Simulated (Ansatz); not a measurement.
The relaxed structure here is a generated cell of AlNi: the first start was made by placing the elements on the sites of a structure type, and the end was not matched to a known phase here, so it may be hypothetical. Known forms of AlNi include space group No. 221.

One starting cell of AlNi (a generated cell, AlNi built in the AFLOW prototype AB_oP8_62_c_c (B16, as in GeS)) was relaxed twice with Ansatz (plane waves, PAW, scalar-relativistic): with r2SCAN at 500 eV and with PBE at 420 eV. The r2SCAN result:

```
AlNi
1.0
    2.69466     0.00000     0.00000
    0.00000     3.58385     0.00000
    0.00000     0.00000     5.05489
Al Ni
2 2
Cartesian
  0.00000   0.00000   3.34002
  1.34733   1.79192   1.71487
  0.00000   0.00000   0.74484
  1.34733   1.79192   4.31005
```

| quantity | r2SCAN | PBE |
|---|---|---|
| space group | Pmmn | Pmmn |
| volume (Å³/atom) | 12.20 | 12.61 |
| a (Å) | 2.695 | 2.735 |
| b (Å) | 3.584 | 3.621 |
| c (Å) | 5.055 | 5.093 |
| gap (eV, no spin-orbit coupling) | 0.00 | 0.00 |

Both levels end in the same structure; PBE's volume is 3.3 % larger. Neither column is exact.

No spin polarisation in the result. A magnetic state may lie lower.

The run could not lose the symmetry of its start; a randomly shaken copy of 8 atoms returns to this structure.

Ansatz is a program for electronic structure.
